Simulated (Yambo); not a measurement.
**How GW settings move the gap: VBiO$_{4}$**

G0W0@PBEsol for VBiO4 (space group I4_1/amd, No. 141) in Yambo. Reference settings: 2×2×2 Γ-centred k mesh, bands 3 to 269 and a 7 Ry block in the screening, 269 bands in G with the Bruneval-Gonze terminator, plasmon pole fitted at 27.2 eV. The PBEsol gap N → N on this mesh is 2.76 eV; G0W0 gaps are taken between the same points.

| change from the reference | G0W0 gap N → N (eV) | shift of the valence edge (eV) | rough Yambo cost |
|---|---|---|---|
| reference settings | 4.34 | -0.34 | 1 |
| 117 bands in W, 117 bands in G | 4.30 | -0.13 | about 1/3 |
| 117 bands in G | 4.30 | -0.30 | – |
| 138 bands in W | 4.34 | -0.22 | about 1/2 |
| 2 Ry block | 5.03 | -0.34 | within a factor of two |
| 3 Ry block | 4.64 | -0.26 | within a factor of two |
| 6 Ry block | 4.35 | -0.32 | within a factor of two |
| no random integration | 4.28 | -0.09 | – |
| 117 bands in G, no terminator | 4.41 | 0.35 | – |
| no terminator | 4.46 | -0.12 | – |

The reference isn't shown to be the converged limit. Costs are rough (shared machines), scaled to the same edge states, and given only for runs that recompute the screening. The mesh misses a band edge: along a dense path the PBEsol gap is 2.52 eV against 2.76 eV on the mesh.

Spin-orbit coupling is left out; with 6p states at a band edge it can lower the gap by many tenths of an eV, most of a small gap. The 3d shell has no Hubbard U; the runs are without spin polarisation, and magnetic order was not tried.

The standard potential for Bi keeps a d shell in the valence without the s and p states of that shell. In tests on such compounds this moved G0W0 gaps by up to about 0.9 eV, so absolute quasiparticle energies here are unreliable; differences between settings are what counts.

Geometry of the Materials Project entry, not relaxed at this level; primitive cell a = 6.0843 Å, b = 6.0843 Å, c = 6.0843 Å, α = 106.26°, β = 106.26°, γ = 116.11°.

A shift is the quasiparticle energy of the state minus its PBEsol energy.
